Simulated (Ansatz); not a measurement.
A plane-wave DFT run in Ansatz 0.2.0 (scalar-relativistic PAW potentials unless the input names others): input and command.

```yaml
crystal:
  lattice:
    - [2.9985456819, 0.0, 0.0]
    - [0.0, 2.9985456819, 0.0]
    - [0.0, 0.0, 2.9985456819]
  atoms:
    - { symbol: Al, position: [0.0, 0.0, 0.0] }
    - { symbol: Os, position: [0.5, 0.5, 0.5] }
basis:
  ecutwfc: 500
  ecutrho_ratio: 4
kpoints:
  mp_grid: { grid: [14, 14, 14] }
hamiltonian:
  xc: r2scan
scf:
  occupations: { method: fermi_dirac, width: 0.15 }
output:
  forces: true
  eigenvalues: true
  stress: true
```

```bash
ansatz run input.yaml --threads 1 --pin off --max-ram 3072MiB --backend cpu --events-out ev --progress --plain --runs-dir out
```

Abridged log:
```
Basis set: ecut = 500 eV, 691 PW (Γ), exchange–correlation on 96×96×96 points (64 copies of the dense FFT grid, shifted against one another)
Bands: 14, of which v1, the nominal top of the filled ones, is band 10 counted from 1 (9 counted from 0)
Symmetry: 48 space group operations
k-points: 120 of 2744
SCF iter   1: F=—  HF=-11938.945996 eV  |F-HF|=—  |Δ(HF+E_count)|=         —  Δρ=8.17e-3  dr2=1.99e-2  dr2_τ=4.55e-2  ethr=1.77e-3  ⟨swp⟩=4.7  Hψ=8116  notcnv=0
SCF iter   2: F=—  HF=-11938.976739 eV  |F-HF|=—  |Δ(HF+E_count)|=   3.07e-2  Δρ=3.74e-3  dr2=3.31e-3  dr2_τ=6.11e-4  ethr=1.05e-4  ⟨swp⟩=2.5  Hψ=3337  notcnv=0
SCF iter   3: F=—  HF=-11938.976377 eV  |F-HF|=—  |Δ(HF+E_count)|=   3.63e-4  Δρ=8.52e-4  dr2=1.56e-4  dr2_τ=5.81e-5  ethr=1.74e-5  ⟨swp⟩=2.1  Hψ=2213  notcnv=0
SCF iter   4: F=—  HF=-11938.976375 eV  |F-HF|=—  |Δ(HF+E_count)|=   1.99e-6  Δρ=1.53e-4  dr2=7.58e-6  dr2_τ=1.33e-6  ethr=8.23e-7  ⟨swp⟩=2.0  Hψ=2289  notcnv=0
SCF iter   5: F=—  HF=-11938.976368 eV  |F-HF|=—  |Δ(HF+E_count)|=   6.71e-6  Δρ=3.30e-5  dr2=1.23e-7  dr2_τ=2.22e-8  ethr=3.99e-8  ⟨swp⟩=2.2  Hψ=2152  notcnv=0
SCF iter   6: F=-11938.976368 eV  HF=-11938.976368 eV  |F-HF|=1.95e-9  |Δ(HF+E_count)|=   9.50e-8  Δρ=7.62e-6  dr2=5.87e-9  dr2_τ=1.11e-9  ethr=5.26e-10  ⟨swp⟩=4.9  Hψ=6695  notcnv=0
SCF 1 converged in 6 iterations: F = -11938.976368 eV  dr2 = 5.87e-9
SCF converged after 6 iterations
Free energy (F): -11938.976368 eV
Harris-Foulkes:  -11938.976368 eV  (|F-HF|=1.95e-9)
Internal energy: -11938.881984 eV  (E = F + TS)
E sigma→0 (E₀):  -11938.929176 eV
Entropy (-TS):   -0.094384 eV (-47.192 meV/atom)
Fermi energy:    17.416636 eV
--- Forces (eV/Å), atoms counted from 1 ---
  atom   1  Al     0.00000000     0.00000000     0.00000000
  atom   2  Os     0.00000000     0.00000000     0.00000000
--- Stress (GPa, compression-positive) ---
       -0.003007       0.000000       0.000000
        0.000000      -0.003007       0.000000
        0.000000       0.000000      -0.003007
  P = ⅓ Tr σ = -0.0030 GPa (-0.030 kbar)
```

Apart from outputs, empty bands and the relaxation, which only the reference makes, the input differs from a reference run on usual settings in basis.ecutrho_ratio: not typed → 4. The reference, at the same geometry, ended its own course with pressure 0.00 GPa, largest force 0.000 eV/Å, no gap on the mesh. This run converged in 6 SCF iterations with an energy at zero smearing within 0.01 meV/atom of the reference's, pressure 0.00 GPa, largest force 0.000 eV/Å, no gap on the mesh.

Time: 8 s on 1 thread of Intel(R) Xeon(R) Platinum 8275CL CPU @ 3.00GHz (Skylake/Cascade Lake), with other jobs on the host, peak memory 0.46 GiB.